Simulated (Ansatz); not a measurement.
B6P in space group R-3m (No. 166; B on 18h, B on 18h, P on 6c), plane-wave PAW PBEsol (Ansatz code). The conduction-band minimum lies at L, with 3 equivalent valleys. Second derivatives d²E/dk² of the lowest band at one valley (eV·Å²), along Cartesian directions:

```json
[
 {"direction": "[100]", "d²E/dk²": "13.91"},
 {"direction": "[010]", "d²E/dk²": "17.24"},
 {"direction": "[001]", "d²E/dk²": "30.11"},
 {"direction": "[110]", "d²E/dk²": "15.57"},
 {"direction": "[101]", "d²E/dk²": "22.01"},
 {"direction": "[011]", "d²E/dk²": "8.680"}
]
```

Q: Find the principal effective masses, the density-of-states mass and the conductivity mass.

A: Off-diagonal terms follow from H_xy = H[110] − (H_xx + H_yy)/2, and m*/mₑ = 7.620 eV·Å² over each eigenvalue: 0.19, 0.55, 1.0. One valley's DOS mass (m₁m₂m₃)^(1/3) = 0.48, conductivity mass 3/(Σ 1/mᵢ) = 0.37 mₑ.

Q: What effective density of states Nc follows at 300 K for parabolic valleys?

A: Nc = 2.509e19 × 3 × (0.48)^(3/2) ≈ 2.5e19 cm⁻³.

The first step of the workflow began from a Materials Project structure, measured or hypothetical; the Crystallography Open Database copy checked does not list it. Its standing as an ambient phase is unchecked. The PBEsol relaxation kept the symmetry of its start; whether a distortion lowers the energy is not shown.

Potentials: the earlier of the program's two PAW sets. The files were generated under PBE; for other functionals the program regenerates the frozen cores, and for LDA and PBEsol the local potential too.

Edges and masses are those of Kohn–Sham bands, whose gap is no quasiparticle gap.
